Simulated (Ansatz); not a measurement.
CdS (rock salt, Fm-3m) under volume change, r²SCAN (plane waves, PAW; program Ansatz), scaled uniformly.

```
V (Å³/atom)  E − E(relaxed) (meV/atom)  P (GPa)
-----------  -------------------------  -------
18.449                            50.3     9.65
19.057                            21.1     5.88
19.665                             5.0     2.69
20.273                             0.0     0.00
20.882                             4.4    -2.27
21.490                            16.8    -4.19
22.098                            35.9    -5.82
```

### Question
What does a third-order Birch–Murnaghan fit give for V₀, B₀ and B′?

### Answer
V₀ = 20.27 Å³/atom, B₀ = 82.3 GPa, B′ = 4.6.

This is a known high-pressure phase of the composition, computed here at zero pressure and temperature. The r²SCAN relaxation kept the symmetry of its start; its stability against distortions is not shown here.

Potentials: the later of the program's two PAW sets.
